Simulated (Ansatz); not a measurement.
PbO:
```yaml
crystal:
  lattice:
    - [4.05605, 0.00000, 0.00000]
    - [0.00000, 4.05605, 0.00000]
    - [0.00000, 0.00000, 5.59757]
  atoms:
    - { symbol: Pb, position: [0.50000, 0.00000, 0.21272] }
    - { symbol: Pb, position: [0.00000, 0.50000, 0.78728] }
    - { symbol: O, position: [0.00000, 0.00000, 0.00000] }
    - { symbol: O, position: [0.50000, 0.50000, 0.00000] }
```

Relaxed with PBE. Special points in fractions of this cell's reciprocal vectors: Γ (0.000, 0.000, 0.000); X (0.000, 0.500, 0.000); M (0.500, 0.500, 0.000); Z (0.000, 0.000, 0.500); R (0.000, 0.500, 0.500); A (0.500, 0.500, 0.500).

Question: List the band energies nearest the valence-band maximum at these points for the program Ansatz at the PBE level (PAW).

Answer: In eV from the valence-band maximum; about four levels below and three above (degenerate sets whole), none deeper than 8.9 eV; points with the same levels are listed once.

```tsv
k	below	above
Γ	-1.47 -1.45 -1.45 0.00	1.91 4.49 5.97 5.97
X	-2.71 -2.71 -1.31 -1.31	3.14 3.14 5.71 5.71
M	-1.58 -1.58 -0.84 -0.84	1.80 1.80 5.25 5.25
Z	-1.48 -1.46 -1.46 -0.76	1.83 4.28 4.53 4.53
R	-2.70 -2.70 -0.89 -0.89	2.88 2.88 6.44 6.44
A	-1.85 -1.85 -0.84 -0.84	3.73 3.73 3.98 3.98
```

Space group P4/nmm. The PBE relaxation kept the symmetry of its start. The volume lies over 15 % above that of the usual cell of this phase: another minimum, or an error of the functional. A crystal of weakly bound layers computed without a dispersion correction: the cell and the soft elastic constants depend strongly on that. Scalar-relativistic: spin–orbit coupling is off unless named, which matters more the heavier the elements.

Potentials: the later of the program's two PAW sets.
